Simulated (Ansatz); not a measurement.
## Zone-centre phonons of TiSi: input and output

Method: Ansatz 0.2.0, DFT PBEsol, scalar-relativistic, plane waves, PAW.

Launched with:
```bash
ansatz run input.yaml --threads 4 --pin off --max-ram 12288MiB --backend cpu --events-out ev --progress --plain --runs-dir out
```

Input (bare energies are in eV):
```yaml
crystal:
  lattice:
    - [0.0, 2.8597, 2.8597]
    - [2.8597, 0.0, 2.8597]
    - [2.8597, 2.8597, 0.0]
  atoms:
    - { symbol: Ti, position: [0.0, 0.0, 0.0] }
    - { symbol: Si, position: [0.25, 0.25, 0.25] }
basis:
  ecutwfc: 420
kpoints:
  mp_grid: { grid: [10, 10, 10] }
hamiltonian:
  xc: pbesol
scf:
  occupations: { method: fermi_dirac, width: 0.15 }
output:
  eigenvalues: true
phonons:
  method: dfpt
  eigenvectors: true
```

The end of the output:
```
--- Phonons (Γ-DFPT): 2 representative perturbations + reference, on 102 of 1000 k-points (Σ response iterations 6) ---
  k mesh reduced under 8 symmetry operations, with k and −k counted as one. Each operation leaves every solved displacement unchanged or reverses it
  ASR residual: 3.161e-3 → 0.000e0 eV/Å²; symmetrization residual: 5.463e-6 eV/Å²
  ASR residual per site (eV/Å²): 3.16e-3 4.02e-5
  Γ frequencies (cm⁻¹): 0.00 0.00 0.00 330.82 330.82 330.82
  non-analytic LO–TO correction: not included (Born effective charges unavailable; polar crystals: no LO–TO splitting at Γ)
```

The run took 6.1 s on 4 threads of Arm Neoverse V1, with other jobs on the host, peak memory 0.52 GiB.

The cell is the ideal cubic zincblende prototype; whether it is the stable structure of this composition wasn't checked. With next to no gap, frequencies and elastic constants depend on the k mesh and the smearing, soft modes and shear constants most.

On the mesh the filled and empty bands stay 0.06 eV apart, little enough for the smearing to populate both, so at this level the crystal is a narrow-gap semiconductor or semimetal, not an ordinary metal.